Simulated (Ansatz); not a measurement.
The slice is one period of a (1 -1 0 0) plane through atoms; its size isn't given.

The numbers are results of PBE (plane waves to 420 eV, PAW, scalar-relativistic; Ansatz, a quantum-chemistry and plane-wave program), not measurements. Near the nuclei the fields are pseudised (PAW); where an atom keeps semicore shells as valence, they peak there.

```
|@@@@@@@@%%**==::..      ..::==**%%@@@@@@|
|@@@@@@%%##**==::..      ..::==**##%%@@@@|
|@@@@%%%%**++--::..      ..::--++**%%%%@@|
|%%%%####++==::..          ..::==++####%%|
|##****++==--....          ....--==++****|
|++++==--::::..              ..::::--==++|
|----::::....                  ....::::--|
|..........                      ........|
|                                        |
|                ..........              |
|            ..................          |
|          ....::::::::::::::....        |
|          ..::::----------::::..        |
|        ....::--==========--::....      |
|        ..::::--==++++++==--::::..      |
|        ..::----==++++++==----::..      |
|        ..::::--==++++++==--::::..      |
|        ....::--==========--::....      |
|          ..::::----------::::..        |
|          ....::::::::::::::....        |
|            ..................          |
|                ..........              |
|                                        |
|..........                      ........|
|----::::....                  ....::::--|
|++++==--::::..              ..::::--==++|
|##****++==--....          ....--==++****|
|%%%%####++==::..          ..::==++####%%|
|@@@@%%%%**++--::..      ..::--++**%%%%@@|
|@@@@@@%%##**==::..      ..::==**##%%@@@@|
|@@@@@@@@%%**==::..      ..::==**%%@@@@@@|
|@@@@@@@@%%**++--....  ....--++**%%@@@@@@|
```
Scale: ten equal steps from -0.55 (start of ' ') to 1.01 (end of '@'), in the order ' .:-=+*#%@'. Values: log₁₀ of the valence density in e/Å³. The map has 20 points along u (two characters each, u = 0 at the left) and 32 along v (v = 0 in the bottom row). The scale is logarithmic, as a density can span decades between atoms and voids.

```
|xxxxxxxx99885522001122110022558899xxxxxx|
|xxxxxxxx99774411001122110011447799xxxxxx|
|xxxxxx998866331100112211001133668899xxxx|
|9999998866441100001122110000114466889999|
|8888776644220000112222221100002244667788|
|5555443311110011112222221111001111334455|
|1111111100111111111111111111111100111111|
|0000000011112222111111111122221111000000|
|0000111122222211000000000011222222111100|
|1111222222221100000000000000112222222211|
|2222222222110000000000000000001122222222|
|2222222211000000111111111100000011222222|
|2222221100001111223333332211110000112222|
|2222111100001122334444443322110000111122|
|2211110000001133445566554433110000001111|
|2211110000002233556666665533220000001111|
|2211110000001133445566554433110000001111|
|2222111100001122334444443322110000111122|
|2222221100001111223333332211110000112222|
|2222222211000000111111111100000011222222|
|2222222222110000000000000000001122222222|
|1111222222221100000000000000112222222211|
|0000111122222211000000000011222222111100|
|0000000011112222111111111122221111000000|
|1111111100111111111111111111111100111111|
|5555443311110011112222221111001111334455|
|8888776644220000112222221100002244667788|
|9999998866441100001122110000114466889999|
|xxxxxx998866331100112211001133668899xxxx|
|xxxxxxxx99774411001122110011447799xxxxxx|
|xxxxxxxx99885522001122110022558899xxxxxx|
|xxxxxxxx99885522001122110022558899xxxxxx|
```
Scale: ten equal steps from 0.20 (start of '0') to 0.67 (end of '9'), in the order '0123456789'. Values: electron localisation function (ELF). The map has 20 points along u (two characters each, u = 0 at the left) and 32 along v (v = 0 in the bottom row). Points within 0.5 Å of a nucleus are blanked (x), as the pseudised field means little there.

Problem. Which relaxed crystal do these maps come from?
A) Ru (hcp, Mg type)
B) Co (hcp, Mg type)
C) Cd (hcp, Mg type)

Solution. A, Ru (hcp, Mg type). Atoms on the slice: Ru at (0.00, 0.00)

All were relaxed with their symmetry unable to fall. Relaxed Co ends ferromagnetic. Ru is run without spin polarisation. The relaxed volume of Cd is well above the measured one; the method has no dispersion term. Other magnetic orders were not checked, so this need not be the ground state. (This holds for the magnetic or f-shell members.)
